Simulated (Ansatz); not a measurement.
The cell of TiCuC4N4 is invented: two interpenetrating cyanide-bridged diamond nets (P-43m, No. 215). Lengths were set from tabulated atomic sizes, so they are only a guess.

```
CELL_PARAMETERS angstrom
5.90687 0.00000 0.00000
0.00000 5.90687 0.00000
0.00000 0.00000 5.90687
ATOMIC_POSITIONS crystal
Ti 0.00000 0.00000 0.00000
Cu 0.50000 0.50000 0.50000
C 0.18942 0.18942 0.18942
C 0.18942 0.81058 0.81058
C 0.81058 0.18942 0.81058
C 0.81058 0.81058 0.18942
N 0.30378 0.30378 0.30378
N 0.30378 0.69622 0.69622
N 0.69622 0.30378 0.69622
N 0.69622 0.69622 0.30378
```

Level of theory: Ansatz 0.2.0, DFT PBE, scalar-relativistic, plane waves, PAW. Cutoff 420 eV, Gaussian smearing, Γ-centred meshes. Cell and atoms relax first on a coarse mesh and then on a finer one. In between, the cell is made exact in the group found at 0.06 Å. In metals the finer mesh still leaves noise of several meV/atom or more. The steps can't lower the symmetry of their start. Collinear spin, starting moments Ti 1.0; Cu 1.0 μB.

A guess keeps its type if space group and coordination stay and the shape of the cell changes little (axis ratios within about 15 %, angles within 6°); the volume may change.

Task: Will the relaxed cell still be of the starting type?

Result: It keeps its type. The symmetry stays P-43m (No. 215). The volume per atom grows by 5.6 %, from 20.6 to 21.8 Å³. The shortest distance stays 1.17 Å (C–N). Counting neighbours within 15 % of an atom's shortest distance, the start has C 1, Cu 4, N 1, Ti 4 and the end C 1, Cu 4, N 1, Ti 4.

The last run used collinear spin, a 6×6×6 mesh for its 10-atom cell and Gaussian smearing of 0.10 eV. In such compounds of Cu and Ti a zero gap at this level may well be an artefact, since no Hubbard U is applied. Another magnetic order may lie lower. Symmetry constrained the relaxation, so the result can be a saddle point.
